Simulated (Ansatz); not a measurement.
LaCu2Ge2 in space group I4/mmm (No. 139; La on 2a, Cu on 4d, Ge on 4e), the program Ansatz at the PBE level (PAW), all energies at zero smearing, with the estimated change up to a 700 eV cutoff added, with one set of potentials and settings (totals compare only within such a set). Cell of 5 atoms (1 La, 2 Cu, 2 Ge): -28093.454 eV.

| element | reference phase | E (eV/atom) |
|---|---|---|
| La | P6_3/mmc, 4 atoms in the cell | -6250.3045 |
| Cu | Fm-3m, 1 atoms in the cell | -6625.1847 |
| Ge | Fd-3m, 2 atoms in the cell | -4294.9907 |

Formation energy per atom, worked out: (-28093.454 − 1×(-6250.3045) − 2×(-6625.1847) − 2×(-4294.9907))/5 = -0.560 eV/atom (-54 kJ per mol of atoms), at 0 K, without zero-point energy or fitted corrections.

The first step of the workflow began from a Materials Project structure, measured or hypothetical; the Crystallography Open Database copy checked does not list it. Whether it is the stable phase at ambient conditions was not checked. The cell was relaxed with PBE under the symmetry of its start; whether a distortion lowers the energy is not shown. The run is not spin-polarised. The references are the lowest solids computed at this level, not always the standard phases. Spin–orbit coupling is left out wherever it is not named.

Potentials: the earlier of the program's two PAW sets.
